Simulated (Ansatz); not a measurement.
C (diamond)

```yaml
crystal:
  lattice:
    - [0.00000, 1.78014, 1.78014]
    - [1.78014, 0.00000, 1.78014]
    - [1.78014, 1.78014, 0.00000]
  atoms:
    - { symbol: C, position: [0.50000, 0.50000, 0.50000] }
    - { symbol: C, position: [0.75000, 0.75000, 0.75000] }
```

The slice is a {100} plane (indices of the conventional cell) through the point (0.500, 0.500, 0.500) (fractional), spanned by u = [100] and v = [0 1 -1] in vectors of this cell: u (2.52 Å) and v (2.52 Å, at 90° to u). It covers one period; positions are fractions (u, v).

Calculation: r2SCAN (plane waves to 500 eV, PAW, scalar-relativistic; Ansatz, a quantum-chemistry and plane-wave program). k mesh 16×16×16. These are valence fields of a PAW run, semicore shells included where kept as valence: close to a nucleus they are smooth pseudo fields. C was relaxed with its symmetry unable to fall. The PAW data are Ansatz's earlier set.

Problem. Sketch the electrostatic potential energy of an electron, from the cell's mean on this plane as a map.

Solution. 
```
|xxxxxxx  .-==+++==-.  xxxxxx|
|xxxxxxx  :-=+++++=-:  xxxxxx|
|xxxxxx   -=+++++++=-   xxxxx|
|xxxxxx  .=+*******+=.  xxxxx|
|xxxxx   -+**#####**+-   xxxx|
|xxx    -+*#########*+-    xx|
|      -=*##%%%%%%%##*=-     |
|    .-+*##%%%%%%%%%##*+-.   |
|..:-=+*##%%@@@@@@@%%##*+=-:.|
|---=+*##%%@@@@@@@@@%%##*+=--|
|===+**#%%@@@@@@@@@@@%%#**+==|
|==++*##%%@@@@@@@@@@@%%##*++=|
|=+++*##%%@@@@@@@@@@@%%##*+++|
|=+++*##%%@@@@@@@@@@@%%##*+++|
|=+++*##%%@@@@@@@@@@@%%##*+++|
|==++*##%%@@@@@@@@@@@%%##*++=|
|===+**#%%@@@@@@@@@@@%%#**+==|
|---=+*##%%@@@@@@@@@%%##*+=--|
|..:-=+*##%%@@@@@@@%%##*+=-:.|
|    .-+*##%%%%%%%%%##*+-.   |
|      -=*##%%%%%%%##*=-     |
|xxx    -+*#########*+-    xx|
|xxxxx   -+**#####**+-   xxxx|
|xxxxxx  .=+*******+=.  xxxxx|
|xxxxxx   -=+++++++=-   xxxxx|
|xxxxxxx  :-=+++++=-:  xxxxxx|
|xxxxxxx  .-==+++==-.  xxxxxx|
|xxxxxxx  .-=======-.  xxxxxx|
```
Scale: ten equal steps from 3.00 (start of ' ') to 11.91 (end of '@'), in the order ' .:-=+*#%@'. Values: electrostatic potential energy of an electron, from the cell's mean, in eV. The map has 28 points along u (one character each, u = 0 at the left) and 28 along v (v = 0 in the bottom row). Points within 0.6 Å of a nucleus are blanked (x), as the pseudised field means little there. Values under 3 eV are set to 3. The zero, the cell's mean, hangs on the PAW cores.
